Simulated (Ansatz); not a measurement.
Sn:
```cif
data_Sn2
_chemical_formula_sum 'Sn2'
_space_group_name_H-M_alt 'P 1'
_space_group_IT_number 1
_cell_length_a 3.28905
_cell_length_b 3.28905
_cell_length_c 5.60139
_cell_angle_alpha 90.000
_cell_angle_beta 90.000
_cell_angle_gamma 120.000
loop_
_space_group_symop_operation_xyz
  'x, y, z'
loop_
_atom_site_label
_atom_site_type_symbol
_atom_site_fract_x
_atom_site_fract_y
_atom_site_fract_z
_atom_site_occupancy
Sn1 Sn 0.33333 0.66667 0.75000 1
Sn2 Sn 0.66667 0.33333 0.25000 1
```

Relaxed with PBEsol.

Decompose the optical modes at the zone centre into irreducible representations, and say which are infrared and Raman allowed.

Point group 6/mmm: Γ_opt = B1g + E2g. Infrared: none. Raman: E2g.

Assign frequencies (DFPT, PBEsol (plane waves, PAW; program Ansatz)).

E2g 7, B1g 92 cm⁻¹.

Subscripts of B labels follow the axes of the standard setting.

Space group P6_3/mmc (hcp (Mg type)). The start of the workflow was typed in or built on a structure type; neither database checked (COD, Materials Project) lists it. It is not the phase usual at ambient conditions (space group No. 141). The PBEsol relaxation kept the symmetry of its start; its stability against distortions is not shown here. As this level gives no gap, phonon frequencies hold no LO–TO term and depend on the k-mesh and smearing (Fermi–Dirac, 0.1 eV here). Scalar-relativistic: spin–orbit coupling is off unless named, which matters more the heavier the elements.

Potentials: the earlier of the program's two PAW sets. The files were generated under PBE; for other functionals the program regenerates the frozen cores, and for LDA and PBEsol the local potential too.
